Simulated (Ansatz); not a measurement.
## Ti$_{3}$PbO$_{7}$: do energies and stresses tell the same story?

All numbers below come from Ansatz 0.2.0, DFT PBEsol, scalar-relativistic, plane waves, PAW.

Plane waves to 420 eV, a k mesh through Γ of 4×8×4 on the computed 22-atom cell and Gaussian smearing (0.02 eV); no spin polarisation.

Relaxed cell: P2_1/m, a = 6.591 Å, b = 3.792 Å, c = 10.717 Å, α = 90.00°, β = 98.13°, γ = 90.00°, 22 atoms in the primitive cell. Whether it is the stable form of this composition wasn't checked.

Energies at zero smearing and pressures from the stress tensor, at volumes with shape and atoms relaxed:
```tsv
V (Å³/atom)	E − E(first) (meV/atom)	P (GPa)
10.607	0.00	22.59
10.968	-43.17	15.82
11.330	-71.98	9.85
11.692	-88.13	4.60
12.053	-93.17	0.00
12.415	-88.62	-3.94
12.776	-75.98	-7.15
13.258	-50.44	-9.32
```

**Question.** Check P = −dE/dV between neighbouring volumes, and get the bulk modulus from the pressures alone.

**Answer.** With 1 eV/Å³ = 160.2 GPa:
```tsv
middle V (Å³/atom)	−ΔE/ΔV (GPa)	mean P (GPa)
10.788	19.130	19.206
11.149	12.762	12.831
11.511	7.155	7.223
11.872	2.235	2.302
12.234	-2.016	-1.967
12.596	-5.600	-5.544
13.017	-8.488	-8.232
```

The two differ by 0.26 GPa at most. The mean of two end pressures misses the average over a step by about ΔV² P″/12, up to 0.21 GPa here; with that taken off 0.05 GPa remains, from the finite cutoff, the mesh or the relaxation's tolerance. Around V = 12.053 Å³/atom, the two neighbours give B = −V ΔP/ΔV = 12.053 × 8.54 / 0.723 = 142.3 GPa, against B0 = 135.6 GPa from the Birch–Murnaghan fit of the energies.

Spin-orbit coupling is left out, which matters for the bands of heavy elements.

A ferromagnetic start lost its moments in a first run, so spin was left out; other magnetic orders weren't tried.

Cost: 9 runs of about 96 core-minutes in all, on Intel Xeon 6975P-C (Granite Rapids) (shared hosts).